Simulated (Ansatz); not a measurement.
Given:

ReW:
```
CELL_PARAMETERS angstrom
      3.11820     0.00000     0.00000
      0.00000     3.11820     0.00000
      0.00000     0.00000     3.11820
ATOMIC_POSITIONS crystal
  W  0.00000 0.00000 0.00000
  Re 0.50000 0.50000 0.50000
```

This is the PBEsol-relaxed structure.

All from PBEsol (plane waves, PAW; program Ansatz), unless another level is named. Give the Hill bulk and shear moduli.

354 and 146 GPa.

Give the highest zone-centre frequency.

88 cm⁻¹.

Space group Pm-3m (CsCl type). The cell is a constructed one: a structure type filled with these elements; neither database checked (COD, Materials Project) lists it. Its standing as an ambient phase is unchecked. The PBEsol relaxation kept the symmetry of its start; its stability against distortions is not shown here. No spin polarisation was allowed. As this level gives no gap, shear constants depend on the k-mesh and smearing (Fermi–Dirac, 0.1 eV here). As this level gives no gap, phonon frequencies hold no LO–TO term and depend on the k-mesh and smearing (Fermi–Dirac, 0.1 eV here). Spin–orbit coupling is left out wherever it is not named.

Potentials: the later of the program's two PAW sets.
